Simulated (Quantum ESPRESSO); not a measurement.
## Calculated data, MgGa₂SiP₄ (made-up cell)

Calculation on a made-up crystal cell, not a measurement: periodic Kohn-Sham density functional theory in plane waves with PseudoDojo standard norm-conserving scalar-relativistic pseudopotentials, each functional with its own files (v0.5 for PBE, v0.4.1 for LDA and PBEsol), no spin polarisation, no spin-orbit coupling, atoms not relaxed, stress positive in tension, energies less a fixed whole-eV offset for each atom's element; levels are Kohn-Sham levels at fractions of this cell's reciprocal vectors, counted from the reference band (half the neutral cell's valence electrons, rounded up) at Gamma; error bars cover cutoff and k-mesh only, not smearing or the files; added strain carries the atoms with the cell, and shear is the tensor component; each bar is the largest change over components, and at least 0.002 eV, 0.002 eV per angstrom or 0.02 GPa; energies are for the whole cell, and the offsets were chosen from early runs and are not element reference energies. Program: Quantum ESPRESSO 7.5.

```json
{"formula": "MgGa2SiP4", "kind": "made-up cell", "structure": {"cell_angstrom": [[5.4408, -0.058, 0.01], [-0.058, 5.4713, -0.0472], [0.01, -0.0472, 5.3062]], "atoms_fractional": [["Ga", -0.00838, -0.01142, -0.00825], ["Si", -0.01149, 0.5054, 0.50395], ["Mg", 0.50059, -0.01005, 0.5294], ["Ga", 0.51307, 0.49782, 0.00819], ["P", 0.25443, 0.2497, 0.24653], ["P", 0.26663, 0.76441, 0.75589], ["P", 0.75509, 0.23785, 0.7322], ["P", 0.73908, 0.768, 0.24525]]}, "given": {"lattice_type": "zincblende/diamond", "functional": "pbe", "cutoff [eV]": 1143, "fermi_dirac_smearing [eV]": 0.025, "scf_tolerance [eV]": 1e-07, "electrons_removed": 0, "k_mesh": "4 x 4 x 4, shifted by half a step", "atom_site": [1, 2, 3, 4, 5, 6, 7, 8], "atom_energy_offset [eV]": [-2080, -115, -1617, -2080, -189, -189, -189, -189]}, "results": {}}
```

## Withheld values
1. Estimate the stress yy of MgGa₂SiP₄ (made-up cell).
2. Give the missing stress xz for MgGa₂SiP₄ (made-up cell).
3. What stress zz does the calculation give for MgGa₂SiP₄ (made-up cell)?
4. What stress yz does the calculation give for MgGa₂SiP₄ (made-up cell)?

Calculated values
1. -6.288 GPa
2. 2.751 GPa
3. -8.034 GPa
4. -0.1528 GPa

Further results for MgGa₂SiP₄ (made-up cell):

| Item | Value |
| --- | --- |
| free energy less offsets | -0.3457 eV |
| smearing term minus ts | 0 eV |
| scf iterations | 10 |
| pressure | 7.266 GPa |
| stress xx | -7.477 GPa |
| stress xy | -6.159 GPa |
| error bar energy | 0.007521 eV |
| error bar stress | 0.02 GPa |
| error bar force | 0.008252 eV/Å |
| error bars from | tighter rerun of a related cell |

Forces:
```tsv
site	x (eV/Å)	y (eV/Å)	z (eV/Å)
1	0.8696	0.9386	0.1201
2	1.205	0.1979	-0.726
3	-0.3913	1.181	-2.92
4	-0.5107	-0.4066	-0.7558
5	-1.193	0.5438	0.7345
6	-2.88	-3.447	1.305
7	1.634	2.58	1.464
8	1.266	-1.588	0.7786
```
